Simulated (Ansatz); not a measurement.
## Calculated coordination and O-17 quadrupole coupling for NaLiSi2H4O7

Cell: a computed structure from the Materials Project (it need not be an observed phase), atoms as given.

```cif
data_NaLiSi2H4O7
_symmetry_space_group_name_H-M 'C2/c'
_symmetry_Int_Tables_number 15
_cell_length_a 14.5648
_cell_length_b 8.4190
_cell_length_c 5.1256
_cell_angle_alpha 90.000
_cell_angle_beta 96.676
_cell_angle_gamma 90.000
loop_
_atom_site_label
_atom_site_type_symbol
_atom_site_symmetry_multiplicity
_atom_site_Wyckoff_symbol
_atom_site_fract_x
_atom_site_fract_y
_atom_site_fract_z
Na Na 4 e 0.5000 0.6461 0.7500
Li Li 4 e 0.5000 0.0098 0.7500
Si Si 8 f 0.6867 0.0972 0.5536
H9 H 8 f 0.8482 0.8995 0.5249
H13 H 8 f 0.4168 0.3047 0.7299
O17 O 8 f 0.5772 0.1292 0.5116
O21 O 8 f 0.7207 0.0454 0.8624
O25 O 4 c 0.2500 0.7500 0.5000
O27 O 8 f 0.4134 0.3912 0.5991
```

One atom of each set is listed; the run and its k-mesh use a cell of 30 atoms with edges of 8.41, 8.41, 5.13 Å.

All values are calculated (Ansatz; DFT, PBE, plane waves and PAW, scalar-relativistic, 420 eV cutoff, Γ-centred 3×3×4 k-points, Fermi–Dirac smearing 0.02 eV), not measured.

Q(O-17) = -25.58 mb.

(1) Rank these O sites by |C_Q|, smallest first.
A. O17: 1 Si at 1.61 Å, 2 Li at 2.02 Å; also 1 H at 1.98 Å, 1 Na at 2.51 Å
B. O25: 2 Si at 1.62 Å, angle 180°
C. O27: 2 H at 0.98–0.99 Å, angle 107°; also 2 Na at 2.33–2.56 Å
D. O21: 2 Si at 1.66 Å, angle 132°; also 1 H at 2.00 Å, 1 Li at 3.21 Å

## Answers

(1) A (2.74 MHz, η = 0.33), D (5.08 MHz, η = 0.55), B (6.32 MHz, η = 0.06), C (8.70 MHz, η = 0.85).

At O17 V_zz points along its shortest bond, to Si (within 4°). At O21 V_zz runs parallel to the line that joins its two neighbours (within 3°). At O25 V_zz points along the line of its two bonds (within 3°). Like point charges on the first shell alone (each adding as 1/d³) would give the same order, so the shape of the shell goes a long way to explain it.

The largest force is 0.3 eV/Å, so the atoms aren't at the calculated equilibrium and relaxing them would move these values.
